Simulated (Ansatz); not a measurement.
A relaxed structure of SiO2. Calculation: r2SCAN (plane waves to 500 eV, PAW, scalar-relativistic; Ansatz, a quantum-chemistry and plane-wave program).

```
CELL_PARAMETERS angstrom
      4.07161     0.00000     0.00000
      0.00000     5.03007     0.00000
      0.00000     0.00000     4.48322
ATOMIC_POSITIONS crystal
  Si 0.50000 0.15185 0.75000
  Si 0.00000 0.34815 0.25000
  Si 0.50000 0.84815 0.25000
  Si 0.00000 0.65185 0.75000
  O  0.23117 0.38206 0.91962
  O  0.73117 0.11794 0.08038
  O  0.76883 0.61794 0.08038
  O  0.26883 0.88206 0.91962
  O  0.76883 0.38206 0.58038
  O  0.26883 0.11794 0.41962
  O  0.23117 0.61794 0.41962
  O  0.73117 0.88206 0.58038
```

Question: Determine the symmetry and give the standard cell with its independent sites.

Answer: Space group Pbcn (No. 60); a = 4.072 Å, b = 5.030 Å, c = 4.483 Å, α = β = γ = 90.00°

| atom | site | symmetry | x | y | z |
|---|---|---|---|---|---|
| Si | 4c | .2. | 0.0000 | 0.3482 | 0.2500 |
| O | 8d | 1 | 0.2688 | 0.1179 | 0.4196 |

Question: Give the shortest distances between elements (the closest pairs, up to four, under 3.6 Å).

Answer: O–Si 1.76 Å; O–O 2.34 Å; Si–Si 2.71 Å.

Volume per atom: 7.65 Å³
Band gap: 6.75 eV, direct at Γ (no spin-orbit coupling)

No spin polarisation in the result.

The run could not lose the symmetry of its start.

The first start was generated by placing the elements on the sites of a structure type. Materials Project lists a structure of SiO2 in the same space group, Pbcn (No. 60); the sites were not compared with it, nor with measured phases. Known forms of SiO2 include space group No. 92, 136, 152, 154.
